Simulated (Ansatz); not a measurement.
GaSb:
```yaml
crystal:
  lattice:
    - [3.87088, 0.00000, 0.00000]
    - [-1.93544, 3.35228, 0.00000]
    - [0.00000, 0.00000, 7.14689]
  atoms:
    - { symbol: Ga, position: [0.00000, 0.00000, 0.00000] }
    - { symbol: Ga, position: [0.00000, 0.00000, 0.50000] }
    - { symbol: Sb, position: [0.33333, 0.66667, 0.25000] }
    - { symbol: Sb, position: [0.66667, 0.33333, 0.75000] }
```

Relaxed with PBEsol. Special points in fractions of this cell's reciprocal vectors: Γ (0.000, 0.000, 0.000); M (0.500, 0.000, 0.000); K (0.333, 0.333, 0.000); A (0.000, 0.000, 0.500); L (0.500, 0.000, 0.500); H (0.333, 0.333, 0.500).

List the band energies nearest the Fermi level at these points for PBEsol (plane waves, PAW; program Ansatz).

In eV from the Fermi level; about four levels below and three above (degenerate sets whole), none deeper than 8.9 eV; points with the same levels are listed once.

| k | below | above |
|---|---|---|
| Γ | -7.89 -0.91 -0.44 | 0.64 0.64 1.26 1.26 |
| M | -5.07 -4.82 -3.93 -1.82 | 0.63 1.16 1.19 |
| K | -3.16 -3.16 -2.81 -2.81 | 4.11 4.53 5.35 5.35 |
| A | -5.16 -5.16 | 0.96 0.96 0.96 0.96 |
| L | -1.36 -1.36 -1.02 -1.02 | 2.96 2.96 5.40 5.40 |
| H | -0.47 -0.47 -0.40 -0.40 | 1.68 1.68 7.44 7.44 |

Space group P6_3/mmc (NiAs type). The start of the workflow was typed in or built on a structure type; neither database checked (COD, Materials Project) lists it. It is not the phase usual at ambient conditions (space group No. 216). Symmetry was held in the PBEsol relaxation; of distortions, only those at the zone centre were tested. Spin–orbit coupling is left out wherever it is not named.

Potentials: the later of the program's two PAW sets.
